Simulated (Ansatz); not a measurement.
## Fields on a plane of FeO (rock salt)

```xyz
2
Lattice="0.0000 2.1545 2.1545 2.1545 0.0000 2.1545 2.1545 2.1545 0.0000" Properties=species:S:1:pos:R:3 pbc="T T T"
O      0.0000     0.0000     0.0000
Fe     2.1545     2.1545     2.1545
```

The slice is a {111} plane (indices of the conventional cell) through the point (0.000, 0.000, 0.000) (fractional), spanned by u = [100] and v = [-1 2 0] in vectors of this cell: u (3.05 Å) and v (5.28 Å, at 90° to u). It covers one period; positions are fractions (u, v).

Atoms on it: O at (0.00, 0.00); O at (0.50, 0.50).

Calculation: PBE (plane waves to 420 eV, PAW, scalar-relativistic; Ansatz, a quantum-chemistry and plane-wave program). k mesh 19×19×19. These are valence fields of a PAW run, semicore shells included where kept as valence: close to a nucleus they are smooth pseudo fields. FeO is run spin-polarised and with no Hubbard U; the real compound is an antiferromagnetic insulator, a state that this run doesn't describe. FeO was relaxed with its symmetry unable to fall. Relaxed FeO ends ferromagnetic. The magnetic order is the one the run started from; other orders were not tried.

```
|xxxx@@%%--      --%%@@xx|
|@@@@@@**..      ..**@@@@|
|%%%%**::          ::**%%|
|--::..              ..::|
|                        |
|        ..::--::..      |
|      ::**%%%%%%**::    |
|    ..**@@@@@@@@@@**..  |
|    --%%@@xxxxxx@@%%--  |
|    ==@@@@xxxxxx@@@@==  |
|    --%%@@xxxxxx@@%%--  |
|    ..**@@@@@@@@@@**..  |
|      ::**%%%%%%**::    |
|        ..::--::..      |
|                        |
|--::..              ..::|
|%%%%**::          ::**%%|
|@@@@@@**..      ..**@@@@|
|xxxx@@%%--      --%%@@xx|
|xxxx@@@@==      ==@@@@xx|
```
Scale: ten equal steps from 0.10 (start of ' ') to 0.82 (end of '@'), in the order ' .:-=+*#%@'. Values: electron localisation function (ELF). The map has 12 points along u (two characters each, u = 0 at the left) and 20 along v (v = 0 in the bottom row). Points within 0.4 Å of a nucleus are blanked (x), as the pseudised field means little there.

```
|862000000026|
|220000000002|
|000000000000|
|000000000000|
|000000000000|
|000000000000|
|000000000000|
|000002220000|
|000026862000|
|000038983000|
|000026862000|
|000002220000|
|000000000000|
|000000000000|
|000000000000|
|000000000000|
|000000000000|
|220000000002|
|862000000026|
|983000000038|
```
Scale: ten equal steps from 0.00 (start of '0') to 0.58 (end of '9'), in the order '0123456789'. Values: spin density, up minus down in e/Å³. The map has 12 points along u (one character each, u = 0 at the left) and 20 along v (v = 0 in the bottom row).
